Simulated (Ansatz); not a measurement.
This cell of BiRh (NiAs type) is off equilibrium:

```
CELL_PARAMETERS angstrom
      4.11118     0.00000     0.00000
     -2.05559     3.56038     0.00000
      0.00000     0.00000     5.63649
ATOMIC_POSITIONS crystal
  Bi 0.33333 0.66667 0.25000
  Bi 0.56920 0.26198 0.70493
  Rh 0.00000 0.00000 0.50000
  Rh 0.00000 0.00000 0.00000
```

Method: PBEsol (plane waves to 420 eV, PAW, scalar-relativistic; Ansatz, a first-principles code). k mesh 11×11×7 (Γ-centred), Fermi-Dirac smearing 0.05 eV. The energy includes the smearing's −TS. Stress and pressure are positive under compression. With partly filled bands, energies and forces of such displacements shift with the k mesh and the smearing. BiRh is run without spin polarisation. BiRh was relaxed with its symmetry unable to fall. Spin-orbit coupling is left out, though Bi is heavy.

Task: Predict the force on every atom, in eV/Å.

Result: 
| atom | Fx | Fy | Fz |
|---|---|---|---|
| Bi1 | -0.285 | -0.315 | -1.006 |
| Bi2 | 4.313 | 2.708 | 2.915 |
| Rh3 | -3.364 | -2.016 | -1.993 |
| Rh4 | -0.664 | -0.377 | 0.085 |

Task: What is the stress tensor (GPa)?

Result: 
```
   13.3      7.1      5.9
    7.1      1.7      3.9
    5.9      3.9      6.1
```
The pressure, a third of the trace, is 7.0 GPa.

Task: In it atom 2 sits (-0.254, -0.254, -0.254) Å away from its relaxed site. What is its energy relative to the relaxed cell?

Result: 1016 meV/cell.

(A displaced cell: forces are minus the slopes of the energy, force constants its curvatures, and phonons follow from these.)
